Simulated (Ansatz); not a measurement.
SiC (wurtzite)

```cif
data_C2Si2
_chemical_formula_sum 'Si2 C2'
_space_group_name_H-M_alt 'P63mc'
_space_group_IT_number 186
_space_group_name_Hall 'P 6c -2c'
_cell_length_a 3.09192
_cell_length_b 3.09192
_cell_length_c 5.07421
_cell_angle_alpha 90.000
_cell_angle_beta 90.000
_cell_angle_gamma 120.000
loop_
_atom_site_label
_atom_site_type_symbol
_atom_site_symmetry_multiplicity
_atom_site_Wyckoff_symbol
_atom_site_fract_x
_atom_site_fract_y
_atom_site_fract_z
_atom_site_occupancy
Si1 Si 2 b 0.66667 0.33333 0.00052 1
C1 C 2 b 0.33333 0.66667 0.12468 1
```

Grid over V/V₀ and (c/a)/(c/a)₀, subscript 0 meaning the relaxed cell; the conventional c axis lies along z; no internal relaxation.

All values below come from PBE (plane waves to 420 eV, PAW, scalar-relativistic; Ansatz, an electronic-structure program). k mesh 12×12×7 (Γ-centred), Fermi-Dirac smearing 0.05 eV. The energy includes the smearing's −TS. Compression counts positive. As the atoms are clamped, bonds stretch with the cell, which overstates energies and stresses. SiC was relaxed with its symmetry unable to fall. The PAW data are Ansatz's earlier set. The zero of ΔE is the relaxed starting cell.

ΔE (meV/atom), with V/V₀ across and (c/a)/(c/a)₀ down:

```tsv
(c/a)/(c/a)₀ \ V/V₀	0.920	0.947	0.973	1.000	1.027	1.053	1.080
0.960	73.3	43.0	25.8	20.0	24.2	37.1	57.7
0.973	60.7	30.9	14.1	8.7	13.3	26.6	47.5
0.987	53.5	23.9	7.3	2.1	6.9	20.4	41.5
1.000	51.4	21.8	5.2	0.0	4.8	18.3	39.5
1.013	54.0	24.2	7.4	2.0	6.6	20.0	41.0
1.027	61.1	30.9	13.8	8.0	12.3	25.4	46.1
1.040	72.4	41.7	24.0	17.7	21.5	34.1	54.4
```

σzz − σxx (GPa), with V/V₀ across and (c/a)/(c/a)₀ down:

```tsv
(c/a)/(c/a)₀ \ V/V₀	0.920	0.947	0.973	1.000	1.027	1.053	1.080
0.960	27.5	25.7	24.1	22.6	21.3	20.0	18.8
0.973	17.8	16.8	15.8	14.8	14.0	13.2	12.4
0.987	8.5	8.1	7.7	7.3	6.9	6.6	6.3
1.000	-0.5	-0.3	-0.1	0.0	0.1	0.2	0.3
1.013	-9.3	-8.5	-7.7	-7.0	-6.4	-5.9	-5.4
1.027	-17.7	-16.3	-15.0	-13.9	-12.8	-11.9	-11.0
1.040	-25.9	-23.9	-22.1	-20.5	-19.0	-17.6	-16.3
```

Summary:

```
Item                                                                                                                                Result
--------------------------------------------------------------------------------------  --------------------------------------------------
Modulus against c/a change at fixed volume, (3/4V)·∂²E/∂(ln c/a)² (fit, atoms clamped)    269 GPa, an upper bound as the atoms could relax
Lowest place on the grid                                                                 V/V₀ = 1.000, (c/a)/(c/a)₀ = 1.000 (0.0 meV/atom)
Highest place on the grid                                                               V/V₀ = 0.920, (c/a)/(c/a)₀ = 0.960 (73.3 meV/atom)
```

(A scan under strain: stresses follow from slopes of the energy per volume, elastic moduli from its curvatures.)
